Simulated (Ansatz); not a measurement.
Method: Ansatz, DFT PBE, scalar-relativistic, plane waves, PAW. All cells share a 420 eV cutoff and Γ-centred k meshes spaced about 0.3 Å⁻¹ or finer (0.25 for metals, 2π included). No spin polarisation.

All energies are static (0 K, no zero-point motion).

Two forms of WCl4F2 were relaxed alike.

1.

```yaml
crystal:
  lattice:
    - [6.56031, 0.00000, 0.00000]
    - [3.17860, 6.01170, 0.00000]
    - [3.16734, 2.07451, 5.85431]
  atoms:
    - { symbol: W, position: [0.00211, 0.99684, 0.99298] }
    - { symbol: Cl, position: [0.35992, 0.77531, 0.80948] }
    - { symbol: Cl, position: [0.87669, 0.67191, 0.22888] }
    - { symbol: Cl, position: [0.11591, 0.33060, 0.78131] }
    - { symbol: Cl, position: [0.81642, 0.08504, 0.73999] }
    - { symbol: F, position: [0.71601, 0.17577, 0.15491] }
    - { symbol: F, position: [0.14094, 0.93252, 0.20844] }
```

2.

```yaml
crystal:
  lattice:
    - [6.40673, 0.00000, 0.00000]
    - [-2.88773, 6.00690, 0.00000]
    - [-2.99166, -2.07208, 5.86143]
  atoms:
    - { symbol: W, position: [0.00000, 0.00000, 0.00000] }
    - { symbol: Cl, position: [0.55836, 0.68655, 0.79825] }
    - { symbol: Cl, position: [0.88211, 0.19728, 0.75461] }
    - { symbol: Cl, position: [0.11789, 0.80272, 0.24539] }
    - { symbol: Cl, position: [0.44164, 0.31345, 0.20175] }
    - { symbol: F, position: [0.07806, 0.86493, 0.81299] }
    - { symbol: F, position: [0.92194, 0.13507, 0.18701] }
```

Question: Which arrangement of the elements on these sites is preferred, and by what margin?

Answer: Cell 2 is lower, by 7 meV/atom. The two share one framework of sites and differ in which element sits where. Cell 1 has space group P1 (No. 1), 33.0 Å³/atom and a gap of 2.34 eV on its mesh; cell 2 has space group P-1 (No. 2), 32.2 Å³/atom and a gap of 1.82 eV. Counting Cl or F atoms around W (for each partner element, those within 1.25 times its shortest distance or 1.15 times the sum of covalent radii, where it is the nearest in units of that sum or under 1.3), cell 1 and cell 2 both have W 6. Both come from trial cells of a structure search.

Weakly bound directions are ill-defined at this level, which has no dispersion term (P1, P-1), and this can change margins and order among such cells. These runs have no spin–orbit coupling, which can matter for W. Kohn–Sham gaps at this level usually fall short of measured ones. With atoms moved at random, cell 1 and cell 2 came back.
